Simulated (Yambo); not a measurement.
G0W0@PBEsol for AgCl (rock salt, space group Fm-3m, No. 225) in Yambo. Reference settings: 4×4×4 Γ-centred k mesh, bands 9 to 200 and a 10 Ry block in the screening, 200 bands in G with the Bruneval-Gonze terminator, plasmon pole fitted at 27.2 eV. The PBEsol gap L → Γ on this mesh is 0.69 eV; G0W0 gaps are taken between the same points.

The settings were changed. The gap went from 2.24 eV to 2.90 eV, and the shift of the valence edge from -1.12 eV to -1.31 eV.

Question: Name the change that produced these shifts.
A) 78 bands in G, no terminator
B) 1 Ry block
C) pole fitted at 40 eV
D) 128 bands in G, no terminator

Answer: B, 1 Ry block. The others gave (gap, valence shift): pole fitted at 40 eV: 2.23, -1.18 eV; 128 bands in G, no terminator: 2.03, -0.78 eV; 78 bands in G, no terminator: 1.97, -0.52 eV.

Spin-orbit coupling is included.

Geometry relaxed with PBEsol; primitive cell a = 3.852 Å, b = 3.852 Å, c = 3.852 Å, α = 60.00°, β = 60.00°, γ = 60.00°.

A shift is the quasiparticle energy of the state minus its PBEsol energy.
